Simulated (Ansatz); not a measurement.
## ZnAg: reading a single point

```yaml
crystal:
  lattice:
    - [2.96379, 0.00000, 0.00000]
    - [-1.48189, 2.56672, 0.00000]
    - [-1.48189, 0.85557, 8.92620]
  atoms:
    - { symbol: Zn, position: [0.37457, 0.62543, 0.12371] }
    - { symbol: Zn, position: [0.62543, 0.37457, 0.87629] }
    - { symbol: Ag, position: [0.87820, 0.12180, 0.63460] }
    - { symbol: Ag, position: [0.12180, 0.87820, 0.36540] }
```

Single point in Ansatz 0.2.0 with r2SCAN, no spin polarisation. Cutoff 500 eV, PAW datasets, 10×10×10 Γ-centred k mesh, fermi-dirac filling (width 0.1 eV).

Q: What is the formation energy?

A: 0.03 eV an atom against the elements' usual phases (free molecules for gases, crystals otherwise, with no correction for O₂ or N₂), too near zero to call. Relaxing would lower it.

Q: What do density and ELF say about some of the short contacts?

A: Zn–Ag at 2.75 Å: least valence density 0.23 e/Å³ and ELF 0.23 there. Zn–Zn at 2.79 Å: least valence density 0.19 e/Å³ and ELF 0.33 there. Ag–Ag at 2.95 Å: least valence density 0.19 e/Å³ and ELF 0.15 there. Both are smooth PAW fields, read partly inside the augmentation spheres.

Q: What does the stress say?

A: The pressure is -5.1 GPa (compression positive), so with the atoms held at these fractions the cell would first shrink. The principal stresses -6.5, -6.5, -2.3 GPa differ, so its shape would change too.

Q: What happens at the Fermi level?

A: It is a metal, with about 0.97 states/eV a cell as the mean within 0.25 eV of the Fermi level.

Origin: a known structure type with other elements, at an estimated volume, so it need not be a known compound.
